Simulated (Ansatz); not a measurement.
Al$_{2}$ZnTe$_{4}$:
```cif
data_Al4Te8Zn2
_chemical_formula_sum 'Al4 Zn2 Te8'
_space_group_name_H-M_alt 'I-4'
_space_group_IT_number 82
_space_group_name_Hall 'I -4'
_cell_length_a 5.96190
_cell_length_b 5.96190
_cell_length_c 11.77619
_cell_angle_alpha 90.000
_cell_angle_beta 90.000
_cell_angle_gamma 90.000
loop_
_atom_site_label
_atom_site_type_symbol
_atom_site_symmetry_multiplicity
_atom_site_Wyckoff_symbol
_atom_site_fract_x
_atom_site_fract_y
_atom_site_fract_z
_atom_site_occupancy
Al1 Al 2 d 0.50000 0.00000 0.25000 1
Al2 Al 2 b 0.00000 0.00000 0.50000 1
Zn1 Zn 2 a 0.00000 0.00000 0.00000 1
Te1 Te 8 g 0.23341 0.26826 0.13422 1
```
(The calculation used a cell of 7 atoms; values per cell refer to that cell.)

Relaxed with PBEsol. PBEsol (plane waves, PAW; program Ansatz) gives a gap of 1.56 eV.

Q: What gap does HSE06 give on the same cell (Ansatz, PAW)?

A: 2.32 eV, 0.75 eV more. The hybrid was solved on a coarser mesh and at special points; its gap is the smallest among all of these.

Cost on shared cores: the PBEsol run (SCF on a 7×7×7 mesh, then bands and DOS) roughly 7 core-minutes, the HSE06 run (SCF on 4×4×4, then a few points) roughly 9 core-minutes; the tasks are unlike.

The first step of the workflow began from a Materials Project structure, measured or hypothetical; the Crystallography Open Database files this formula in space group No. 82, but the cells were not matched. Its standing as an ambient phase is unchecked. The cell was relaxed with PBEsol under the symmetry of its start; whether a distortion lowers the energy is not shown. Spin–orbit coupling is left out wherever it is not named.

Potentials: the later of the program's two PAW sets.
